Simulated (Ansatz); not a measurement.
Ge2W:
```yaml
crystal:
  lattice:
    - [-1.66172, 1.66172, 4.08897]
    - [1.66172, -1.66172, 4.08897]
    - [1.66172, 1.66172, -4.08897]
  atoms:
    - { symbol: Ge, position: [0.33773, 0.33773, 0.00000] }
    - { symbol: Ge, position: [0.66227, 0.66227, 0.00000] }
    - { symbol: W, position: [0.00000, 0.00000, 0.00000] }
```

Relaxed with r²SCAN. Special points in fractions of this cell's reciprocal vectors: Γ (0.000, 0.000, 0.000); X (0.000, 0.000, 0.500); P (0.250, 0.250, 0.250); N (0.000, 0.500, 0.000); M (0.500, 0.500, -0.500); S (0.291, 0.709, -0.291); S0 (-0.291, 0.291, 0.291); R (-0.083, 0.083, 0.500); G (0.500, 0.500, -0.083).

**Question.** List the band energies nearest the Fermi level at these points for r²SCAN in the plane-wave PAW code Ansatz.

**Answer.** In eV from the Fermi level; about four levels below and three above (degenerate sets whole), none deeper than 8.9 eV; points with the same levels are listed once.

```
k                    below                above
-  -----------------------  -------------------
Γ  -5.10 -2.95 -2.76 -2.76  0.61 2.45 3.30 3.30
X  -5.97 -4.79 -3.12 -1.81       2.68 2.74 2.83
P  -3.18 -2.42 -2.42 -0.40  2.68 3.48 4.70 4.70
N  -5.05 -2.69 -2.46 -0.09       2.44 3.30 3.32
M  -0.89 -0.89 -0.54 -0.54       0.66 3.07 4.29
S  -2.79 -2.65 -2.54 -0.02       1.89 3.39 3.70
R  -4.95 -4.55 -2.99 -2.29       1.89 2.20 2.59
```

Space group I4/mmm (MoSi2 or CaC2 type). The workflow started from an entry of the Crystallography Open Database (COD). Whether it is the stable phase at ambient conditions was not checked. The r²SCAN relaxation kept the symmetry of its start; whether a distortion lowers the energy is not shown. No spin polarisation was allowed. Scalar-relativistic: spin–orbit coupling is off unless named, which matters more the heavier the elements.

Potentials: the later of the program's two PAW sets.
